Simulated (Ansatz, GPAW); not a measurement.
Given: the input of a run of Ansatz 0.2.0 on NbCu. The cell comes from a database or a generator and needn't be the stable form of this composition.

The input input.yaml:

```yaml
crystal:
  lattice:
    - [0.0, 2.56221, 2.56221]
    - [2.56221, 0.0, 2.56221]
    - [2.56221, 2.56221, 0.0]
  atoms:
    - { symbol: Nb, position: [0.0, 0.0, 0.0] }
    - { symbol: Cu, position: [0.5, 0.5, 0.5] }
hamiltonian:
  xc: pbe
  pseudopotentials: { kind: paw, azcp: { folder: soft_1 } }
kpoints:
  mp_grid: { grid: [9, 9, 9] }
scf:
  occupations: { method: fermi_dirac, width: 0.05 }
output:
  forces: true
  stress: true
  eigenvalues: true
```

Potentials or basis: Ansatz PAW soft_1.

The run is started by

```sh
$ ansatz run input.yaml --threads 1 --pin off --max-ram 3584MiB --backend cpu --events-out ev --progress --plain --runs-dir out
```

Set up the same calculation for GPAW 26.7.0 (ASE script). Potentials or basis there: GPAW PAW data sets (gpaw-data 1.2.1), cutoff 600 eV.

As run (cutoffs and basis follow the program's own potentials, and thresholds, step limits or extra output files can differ):

Contents of run.py:

```python
from ase import Atoms
from ase.dft.bandgap import bandgap
from ase.io import write
from ase.units import Bohr, GPa
from gpaw import GPAW, PW
from gpaw.elf import elf_from_dft_calculation

atoms = Atoms(['Nb', 'Cu'],
              cell=[[0.0, 2.56221, 2.56221],
                    [2.56221, 0.0, 2.56221],
                    [2.56221, 2.56221, 0.0]],
              scaled_positions=[[0.0, 0.0, 0.0],
                                [0.5, 0.5, 0.5]],
              pbc=True)

calc = GPAW(mode=PW(600),
            xc='PBE',
            kpts={'size': (9, 9, 9), 'gamma': True},
            occupations={'name': 'fermi-dirac', 'width': 0.05},
            nbands=24,
            convergence={'density': 1e-05, 'energy': 1e-05},
            maxiter=150,
            txt='gpaw.txt')
atoms.calc = calc
energy = atoms.get_potential_energy()
forces = atoms.get_forces()
stress = atoms.get_stress()
calc.write('gs.gpw')
write('result.traj', atoms)
print(f'Energy: {energy:.6f} eV')
print('Forces (eV/A):')
print(forces.round(4))
print('Stress (GPa):', (stress / GPa).round(3))
print('Fermi level:', round(calc.get_fermi_level(), 4), 'eV')
print(f'Gap: {bandgap(calc)[0]:.4f} eV, direct: {bandgap(calc, direct=True)[0]:.4f} eV')

# fields on the real-space grid
write('density.cube', atoms, data=calc.get_pseudo_density() * Bohr**3)
write('potential.cube', atoms, data=calc.get_electrostatic_potential())
write('elf.cube', atoms, data=elf_from_dft_calculation(calc).data)
```

Potentials or basis: GPAW PAW data sets (gpaw-data 1.2.1), pw.

Run with:

```sh
$ OMP_NUM_THREADS=1 python run.py
```

Both were run:

|  | Ansatz | GPAW |
| --- | --- | --- |
| Pressure | 0.0 GPa | 0.0 GPa |

Ansatz's pressure holds a Pulay term of +0.05 GPa for its cutoff of 420 eV, which the other run lacks.

The potentials hold 32 and 24 valence electrons a cell.

Where Ansatz's input types no cutoff or centring, it takes its own default and a Γ-centred mesh.

Pressure is positive in compression.
